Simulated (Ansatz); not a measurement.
**Property card for P₂W**

P$_{2}$W:
```cif
data_P8W4
_chemical_formula_sum 'P8 W4'
_space_group_name_H-M_alt 'C2/m'
_space_group_IT_number 12
_space_group_name_Hall '-C 2y'
_cell_length_a 8.48341
_cell_length_b 3.19067
_cell_length_c 7.47235
_cell_angle_alpha 90.000
_cell_angle_beta 119.271
_cell_angle_gamma 90.000
loop_
_space_group_symop_operation_xyz
  'x, y, z'
  '-x, -y, -z'
  '-x, y, -z'
  'x, -y, z'
  'x+1/2, y+1/2, z'
  '-x+1/2, -y+1/2, -z'
  '-x+1/2, y+1/2, -z'
  'x+1/2, -y+1/2, z'
loop_
_atom_site_label
_atom_site_type_symbol
_atom_site_symmetry_multiplicity
_atom_site_Wyckoff_symbol
_atom_site_fract_x
_atom_site_fract_y
_atom_site_fract_z
_atom_site_occupancy
P1 P 4 i 0.13847 0.00000 0.02522 1
P2 P 4 i 0.39992 0.00000 0.59902 1
W1 W 4 i 0.15805 0.00000 0.70663 1
```
(The calculation used a cell of 6 atoms; values per cell refer to that cell.)

Space group C2/m (No. 12); conventional cell a = 8.483 Å, b = 3.191 Å, c = 7.472 Å, α = 90.00°, β = 119.27°, γ = 90.00°.

Method: plane-wave PAW r²SCAN (Ansatz code). The cell and atoms are relaxed at this level. Other levels are named where they apply.

Cell and energy:

```yaml
volume_per_atom: 14.70 Å³
density: 9.25 g/cm³
Formation energy from the elements (no fitted shifts): -0.39 eV/atom
```

Electronic structure:

```yaml
electronic_character: metallic (no gap)
Density of states at the Fermi level: 0.24 states/eV per atom (mean over ±0.08 eV)
```

Charges:

```yaml
bader_charges: P -0.64 to -0.40, W +1.04 e
```

The workflow started from an entry of the Crystallography Open Database (COD), which files this formula under 2 space groups. Whether it is the stable phase at ambient conditions was not checked. Symmetry was held in the r²SCAN relaxation; its stability against distortions is not shown here. The run is not spin-polarised. The references are the lowest solids computed at this level, not always the standard phases. Spin–orbit coupling is left out wherever it is not named.

Potentials: the later of the program's two PAW sets.
